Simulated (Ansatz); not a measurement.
Two states of La2NiO4

```
CELL_PARAMETERS angstrom
-1.95155 1.95155 6.38583
1.95155 -1.95155 6.38583
1.95155 1.95155 -6.38583
ATOMIC_POSITIONS crystal
La 0.36250 0.36250 0.00000
La 0.63750 0.63750 0.00000
Ni 0.00000 0.00000 0.00000
O 0.50000 0.00000 0.50000
O 0.00000 0.50000 0.50000
O 0.17970 0.17970 0.00000
O 0.82030 0.82030 0.00000
```

Method: r2SCAN, with U_eff = 4.13 eV on Ni d (all-electron-ortho-atomic projectors); PAW, plane waves to 500 eV, 6×6×6 Γ-centred mesh, fermi-dirac occupations (width 0.1 eV) (Ansatz 0.2.0), atoms fixed.

State A: no moments (no spin polarisation). State B: Ni3 up (collinear spin).

Q: Compare the two self-consistent states.

A: State B is lower by 234.0 meV an atom at zero smearing; in free energy at this smearing B lies -232.4 meV an atom from A.

| state | free energy (meV/atom) | largest moment in a small sphere (μB) | net moment (μB/cell) | gap on mesh (eV) | pressure (GPa) | largest force (eV/Å) |
| --- | --- | --- | --- | --- | --- | --- |
| A | 232.4 | 0.00 | 0.00 | 0.04 (under the smearing) | -6.6 | 0.88 |
| B | 0.0 | 1.70 | 2.00 | 0.41 | -3.2 | 0.31 |

Origin: a database entry at a rescaled volume. Caveats: gaps of Fe, Co and Ni magnets come out low on these datasets; the k mesh is coarse if the cell is a metal.
